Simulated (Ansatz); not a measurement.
KTaO3:
```yaml
crystal:
  lattice:
    - [3.98932, 0.00000, 0.00000]
    - [0.00000, 3.98932, 0.00000]
    - [0.00000, 0.00000, 3.98932]
  atoms:
    - { symbol: K, position: [0.50000, 0.50000, 0.50000] }
    - { symbol: Ta, position: [0.00000, 0.00000, 0.00000] }
    - { symbol: O, position: [0.00000, 0.50000, 0.00000] }
    - { symbol: O, position: [0.50000, 0.00000, 0.00000] }
    - { symbol: O, position: [0.00000, 0.00000, 0.50000] }
```

Tensor components refer to the Cartesian frame of this cell.

Problem. Give the high-frequency dielectric tensor and the Born effective charge tensors of the independent atoms from DFPT, r²SCAN in the plane-wave PAW code Ansatz.

Solution. 
ε∞:
```
4.89  0.00  0.00
0.00  4.89  0.00
0.00  0.00  4.89
```
Z* of atom 1 (K), rows: field, columns: displacement, in e:
```
1.13  0.00  0.00
0.00  1.13  0.00
0.00  0.00  1.13
```
Z* of atom 2 (Ta), rows: field, columns: displacement, in e:
```
8.54  0.00  0.00
0.00  8.54  0.00
0.00  0.00  8.54
```
Z* of atom 3 (O), rows: field, columns: displacement, in e:
```
-1.65   0.00   0.00
 0.00  -6.38   0.00
 0.00   0.00  -1.65
```

Static charges for comparison (Bader): K1 +0.84, Ta2 +3.04, O3 -1.29 e. Born charges measure polarisation by displacement and can exceed these by far.

Space group Pm-3m (cubic perovskite). Symmetry was held in the r²SCAN relaxation; phonons on a q-mesh show no instability. No spin polarisation was allowed. Scalar-relativistic: spin–orbit coupling is off unless named, which matters more the heavier the elements.

Potentials: the earlier of the program's two PAW sets.
